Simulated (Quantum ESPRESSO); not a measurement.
# InRu3Ti2V2 in 6 site orders

Calculated results; nothing here was measured. They come from Quantum ESPRESSO 7.5, a public plane-wave density functional program. Each row is one single-point run on a made-up periodic cell of eight metal atoms, with elements, volume, strain and displacements drawn at random and not relaxed, so a cell may be unstable or far from any real phase. There is no spin polarisation or spin-orbit coupling.

Settings: PBE unless stated; PseudoDojo standard norm-conserving files; Fermi-Dirac width 0.25 eV, which means electrons at about 2900 K; cutoff 1143 eV; 8 x 4 x 4 k mesh shifted half a step off Gamma. E is the free energy of the whole cell (internal energy minus TS), so a -TS column is already part of it. Stress is positive in tension, and the pressure P is minus a third of its trace.

Checks: one run of this series was repeated at a higher cutoff and on a denser mesh, which moved values by no more than 0.004 eV, 0.04 GPa and 0.003 eV/Å, and a second program with other atomic files agreed on it to 2 % rms in force and 0.5 GPa in pressure. Known limits: a spin test at this wide smearing found no moment, but such smearing suppresses magnetism that the real alloy may have.

The lattice is hexagonal close-packed, and the cell vectors in Å are (-2.804, 0.000, 0.000); (0.000, 4.857, -4.524); (0.000, -4.857, -4.524), a volume of 123.22 Å³. The runs put one composition on the same eight displaced sites in different orders. E is counted from run 1, and the rms force is over all 24 components. Nothing is relaxed, so E mixes bonding between neighbours with strain on unrelaxed sites, and it is not an ordering energy.

```
run,elements on sites 1 to 8,E (eV),-TS (eV),rms force (eV/Å),largest force (eV/Å),P (GPa)
1,Ti V Ru Ti Ru V Ru In,0.000,-2.014,0.646,2.15,1.91
2,Ru Ru Ru Ti In V V Ti,0.426,-2.202,1.035,2.96,3.25
3,Ru In Ru Ti Ti Ru V V,0.297,-2.108,0.843,2.46,2.90
4,Ru In V Ti Ru V Ti Ru,0.414,-2.115,0.784,1.80,2.86
5,Ru Ru V V Ti Ru In Ti,0.340,-2.150,0.679,1.76,3.13
6,Ru V V Ti Ti Ru Ru In,0.310,-2.106,0.781,1.99,?
```

## Worked fit

A straight line through the runs shown gives P = 1.97 + 2.85 E GPa with E in eV, an error of 0.61 on the slope and a scatter of 0.21 GPa. At this fixed volume the orders of higher energy tend to have the higher pressure.

## Withheld value

Question: what pressure should run 6 give?

The fit gives 2.85 ± 0.23 GPa. The calculation gave 2.03 GPa. This run lies off the fit by more than twice that error, so something that the fit leaves out matters here.
